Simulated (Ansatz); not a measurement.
Re3W:
```
Re3W
1.0
   -1.95232     1.95232     3.91221
    1.95232    -1.95232     3.91221
    1.95232     1.95232    -3.91221
Re W
3 1
Direct
  0.75000   0.25000   0.50000
  0.25000   0.75000   0.50000
  0.50000   0.50000   0.00000
  0.00000   0.00000   0.00000
```

Relaxed with PBEsol. Special points in fractions of this cell's reciprocal vectors: Γ (0.000, 0.000, 0.000); X (0.000, 0.000, 0.500); P (0.250, 0.250, 0.250); N (0.000, 0.500, 0.000); M (0.500, 0.500, -0.500); S (0.312, 0.688, -0.312); S0 (-0.312, 0.312, 0.312); R (-0.125, 0.125, 0.500); G (0.500, 0.500, -0.125).

Task: List the band energies nearest the Fermi level at these points for DFT-PBEsol with spin–orbit coupling in the program Ansatz with PAW potentials.

Result: In eV from the Fermi level; about four levels below and three above (degenerate sets whole), none deeper than 8.9 eV; points with the same levels are listed once.

```json
[
 {"k": "Γ", "below": "-1.69 -1.69 -1.18 -1.18", "above": "0.29 0.29 0.66 0.66"},
 {"k": "X", "below": "-1.40 -1.40 -0.25 -0.25", "above": "0.26 0.26 0.26 0.26"},
 {"k": "P", "below": "-0.92 -0.92 -0.76 -0.76", "above": "2.76 2.76 3.25 3.25"},
 {"k": "N", "below": "-2.17 -2.17 -1.78 -1.78", "above": "0.33 0.33 0.53 0.53"},
 {"k": "M", "below": "-1.31 -1.31 -0.94 -0.94", "above": "0.42 0.42 0.73 0.73"},
 {"k": "S", "below": "-0.87 -0.87 -0.04 -0.04", "above": "0.27 0.27 0.87 0.87"},
 {"k": "R", "below": "-0.82 -0.82 -0.61 -0.61", "above": "0.66 0.66 0.97 0.97"}
]
```

Space group I4/mmm. The workflow started from a Materials Project entry (that database holds measured and hypothetical structures alike); the Crystallography Open Database copy checked does not list it. Its standing as an ambient phase is unchecked. Symmetry was held in the PBEsol relaxation; its stability against distortions is not shown here. No spin polarisation was allowed.

Potentials: the later of the program's two PAW sets.
